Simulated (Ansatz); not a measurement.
This run works on a proposed trial structure, not on a known crystal.

Input and command of a plane-wave DFT calculation in Ansatz:

```yaml
crystal:
  lattice:
    - [3.249105291, 0.0, 0.0]
    - [-1.6245526455, 2.8138077215, 0.0]
    - [0.0, 0.0, 13.7927250139]
  atoms:
    - { symbol: Li, position: [0.0, 0.0, 0.0] }
    - { symbol: Zr, position: [0.6666666667, 0.3333333333, 0.4034646699] }
    - { symbol: Zr, position: [0.3333333333, 0.6666666667, 0.5965353301] }
    - { symbol: Zr, position: [0.6666666667, 0.3333333333, 0.7920945247] }
    - { symbol: Zr, position: [0.3333333333, 0.6666666667, 0.2079054753] }
    - { symbol: "N", position: [0.0, 0.0, 0.5] }
basis:
  ecutwfc: 420
kpoints:
  mp_grid: { grid: [12, 12, 4] }
hamiltonian:
  xc: pbe
scf:
  occupations: { method: gaussian, width: 0.1 }
output:
  forces: true
  stress: true
  eigenvalues: true
relax:
  adjacent_minimum: "off"
  f_tol: 0.01
  max_steps: 30
  cell: { stress_tol: 0.1, fix: [volume] }
```

```bash
ansatz run input.yaml --threads 1 --pin off --max-ram 2560MiB --backend cpu --events-out ev --progress --plain --runs-dir out
```

Processor: AMD EPYC (Zen 3), 1 thread, on a host shared with other jobs.

**Question.** Estimate time, memory and problem size.

**Answer.** About 3.5 min, peak memory 0.57 GiB. It solves 34 bands at 69 k points (after reduction by symmetry) with about 2495 plane waves, in 45 SCF iterations over 6 ionic steps.
